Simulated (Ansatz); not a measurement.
CsSnI3 in space group P4/mbm (No. 127; Cs on 2d, Sn on 2b, I on 4h, I on 2a), LDA in the plane-wave PAW code Ansatz. The conduction-band minimum lies at Z, with 1 equivalent valley. Second derivatives d²E/dk² of the lowest band at one valley (eV·Å²), along Cartesian directions:

```json
[
 {"direction": "[100]", "d²E/dk²": "10.80"},
 {"direction": "[010]", "d²E/dk²": "10.80"},
 {"direction": "[001]", "d²E/dk²": "571.4"},
 {"direction": "[110]", "d²E/dk²": "10.80"},
 {"direction": "[101]", "d²E/dk²": "292.6"},
 {"direction": "[011]", "d²E/dk²": "292.6"}
]
```

Problem. Find the principal effective masses, the density-of-states mass and the conductivity mass.

Solution. Off-diagonal terms follow from H_xy = H[110] − (H_xx + H_yy)/2, and m*/mₑ = 7.620 eV·Å² over each eigenvalue: 0.013, 0.71, 0.71. One valley's DOS mass (m₁m₂m₃)^(1/3) = 0.19, conductivity mass 3/(Σ 1/mᵢ) = 0.039 mₑ.

Problem. What effective density of states Nc follows at 300 K for parabolic valleys?

Solution. Nc = 2.509e19 × 1 × (0.19)^(3/2) ≈ 2.1e18 cm⁻³.

The workflow started from a Materials Project entry (that database holds measured and hypothetical structures alike); the Crystallography Open Database files this formula in space group No. 127, but the cells were not matched. It is not the phase usual at ambient conditions (space group No. 62). The LDA relaxation kept the symmetry of its start; of distortions, only those at the zone centre were tested, and some modes there are weakly imaginary. Scalar-relativistic: spin–orbit coupling is off unless named, which matters more the heavier the elements.

Potentials: the later of the program's two PAW sets.

Edges and masses are those of Kohn–Sham bands, whose gap is no quasiparticle gap.
